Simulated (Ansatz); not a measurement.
Consider the following.

CaTiO3:
Space group Pm-3m (No. 221); a = b = c = 3.8408 Å, α = β = γ = 90.00°

```json
[
 {"atom": "Ca", "site": "1b", "symmetry": "m-3m", "x": "0.5000", "y": "0.5000", "z": "0.5000"},
 {"atom": "Ti", "site": "1a", "symmetry": "m-3m", "x": "0.0000", "y": "0.0000", "z": "0.0000"},
 {"atom": "O", "site": "3d", "symmetry": "4/mm.m", "x": "0.0000", "y": "0.0000", "z": "0.5000"}
]
```

This is the PBEsol-relaxed structure.

**Question.** All from PBEsol in the plane-wave PAW code Ansatz, unless another level is named. Predict the Hill bulk and shear moduli.

**Answer.** 190 and 111 GPa.

**Question.** And the elastic constants (relaxed ions, GPa)?

**Answer.** C11 = 367, C12 = 102, C44 = 98.6.

The workflow started from an entry of the Crystallography Open Database (COD), which files this formula under 5 space groups. Whether it is the stable phase at ambient conditions was not checked. The PBEsol relaxation kept the symmetry of its start; whether a distortion lowers the energy is not shown. No spin polarisation was allowed.

Potentials: the later of the program's two PAW sets.
